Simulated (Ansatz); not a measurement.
Kick test of a cell of Na3LaO3

The cell was found from a structure generator's guess, not taken from experiment.

All numbers below come from DFT PBE, scalar-relativistic, plane waves, PAW in Ansatz 0.2.0. Cutoff 420 eV; k points 8×8×8 on the computed 7-atom cell (Γ-centred); Gaussian smearing, width 0.02 eV; no spin polarisation.

The cell below (7 atoms, space group I4mm (No. 107)) is relaxed within its symmetry.

```
Na La O
1.0
    -2.32209    2.32209    5.80834
     2.32209   -2.32209    5.80834
     2.32209    2.32209   -5.80834
Na La O
3 1 3
Cartesian
  2.3221 0.0000 1.6812
  0.0000 2.3221 1.6812
  0.0000 0.0000 11.3135
  0.0000 0.0000 4.5209
  2.3221 0.0000 5.1814
  0.0000 2.3221 5.1814
  0.0000 0.0000 2.2010
```

For the test it was strained at random (σ = 1.5 % a component), the atoms were moved at random (σ = 0.15 Å), and all was relaxed again on a coarse 4×4×4 mesh (in the run’s order of axes) with 0.10 eV smearing, with no symmetry imposed.

Problem. Does it come back?

Solution. It doesn't return. The energy falls by 8 meV/atom on that mesh, the volume changes by -2.5 %, and the end has space group Imm2 (No. 44) at a loose tolerance. Relaxed again on an 8×8×8 mesh with 0.02 eV smearing, the new structure lies 8 meV/atom below the first (mesh in the axes of the run's cell; the cell below is made exact in the group named). Space group Imm2 (No. 44), orthorhombic, a = 4.406 Å, b = 4.906 Å, c = 11.304 Å. Na on its first site is surrounded by 4 O at 2.34–2.57 Å, 6 Na at 3.36–3.42 Å, 2 La at 3.41 Å, 2 Na at 3.95 Å and 2 La at 3.95 Å; Na on its second site has 3 O at 2.32–2.45 Å, 2 Na at 2.81 Å, 4 Na at 3.36 Å, 4 La at 3.60–3.73 Å and 4 O at 3.71 Å; La has 5 O at 2.28–2.46 Å, 10 Na at 3.41–3.73 Å and 2 Na at 3.95 Å; O on its first site has 4 Na at 2.31–2.57 Å and 2 La at 2.46 Å; 3 more sites not described.

```cif
data_structure
_symmetry_space_group_name_H-M 'Imm2'
_symmetry_Int_Tables_number 44
_cell_length_a 4.4061
_cell_length_b 4.9062
_cell_length_c 11.3045
_cell_angle_alpha 90.000
_cell_angle_beta 90.000
_cell_angle_gamma 90.000
_cell_volume 244.37
loop_
_atom_site_label
_atom_site_type_symbol
_atom_site_symmetry_multiplicity
_atom_site_Wyckoff_symbol
_atom_site_fract_x
_atom_site_fract_y
_atom_site_fract_z
_atom_site_occupancy
Na1 Na 2 b 0.00000 0.50000 0.18011 1
Na2 Na 2 b 0.50000 0.00000 0.12383 1
Na3 Na 2 a 0.50000 0.50000 0.46988 1
La1 La 2 a 0.00000 0.00000 0.39025 1
O1 O 2 b 0.00000 0.50000 0.40734 1
O2 O 2 b 0.50000 0.00000 0.47318 1
O3 O 2 a 0.00000 0.00000 0.18884 1
```
